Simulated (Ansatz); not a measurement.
AlCuBr$_{4}$:
```xyz
12
Lattice="5.7729 0.0000 0.0000 0.0000 5.7729 0.0000 0.0000 0.0000 10.5570" Properties=species:S:1:pos:R:3 pbc="T T T"
Al     0.0000     2.8864     7.9178
Al     2.8864     0.0000     2.6393
Cu     2.8864     2.8864     0.0000
Cu     2.8864     2.8864     5.2785
Br     1.3390     4.2587     9.2281
Br     4.2587     4.4339     1.3289
Br     4.4339     1.5141     9.2281
Br     1.5141     1.3390     1.3289
Br     1.3390     1.5141     6.6074
Br     4.2587     1.3390     3.9496
Br     4.4339     4.2587     6.6074
Br     1.5141     4.4339     3.9496
```

Relaxed with r²SCAN.

Q: Map the valence electron density (e/Å³), cut off at 0.5 on the plane through (0.000, 0.500, 0.750) spanned by u = [0, 0, 1] and v = [1, 1, 0] in lattice vectors, from the program Ansatz at the r²SCAN level (PAW).

A: x is the fraction of u, y of v (the angle between them is 90°; rows are the nearest grid lines); atoms in the plane: Al at (0.00, 0.00), Al at (0.50, 0.50), Br at (0.12, 0.23), Br at (0.12, 0.77), Br at (0.62, 0.73), Br at (0.62, 0.27).
```
|  .:::.                          .:::.  |
|..-+=-:..                        ..::...|
|:-*##*=-.              ...        ..::.:|
|=#@@@@@@+-.         .:=**+-:.       ..:=|
|=@@@@@@@@*:.        =@@@@@@#-.       .:=|
|=@@@#.@@@@-.       .%@@@@@@@#-.       .=|
|=@@@@:@@@@-.       .@@@@:@@@@-.       .=|
|:*@@@@@@@+:        :@@@@%@@@%-.       .:|
|.:+@@@@#=:        .:%@@@@@@@=:         .|
|  .::-:..       ..::*%@@@%+-.           |
|    ...        ..::.-*##*=-.            |
|              .:::...:--:..             |
|              .:::...:--:..             |
|    ...        ..::.-*##*=-.            |
|  .::-:..       ..::*%@@@%+-.           |
|.:+@@@@#=:        .:%@@@@@@@=:         .|
|:*@@@@@@@+:        :@@@@%@@@%-.       .:|
|=@@@@:@@@@-.       .@@@@:@@@@-.       .=|
|=@@@#.@@@@-.       .%@@@@@@@#-.       .=|
|=@@@@@@@@*:.        =@@@@@@#-.       .:=|
|=#@@@@@@+-.         .:=**+-:.       ..:=|
|:-*##*=-.              ...        ..::.:|
|..-+=-:..                        ..::...|
|  .:::.                          .:::.  |
```
Scale: ten equal steps from 0.008 (start of ' ') to 0.500 (end of '@'), in the order ' .:-=+*#%@'; x runs from 0.000 to 1.00, y from 0.000 (bottom) to 1.00 (top).

The density is the valence pseudo-density with augmentation charge, so density and ELF within about 1 Å of a nucleus are not all-electron values.

Space group P-42c. The workflow started from a Materials Project entry (that database holds measured and hypothetical structures alike); the Crystallography Open Database files this formula in space group No. 112, but the cells were not matched. Whether it is the stable phase at ambient conditions was not checked. The cell was relaxed with r²SCAN under the symmetry of its start; its stability against distortions is not shown here. No spin polarisation was allowed.

Potentials: the later of the program's two PAW sets.
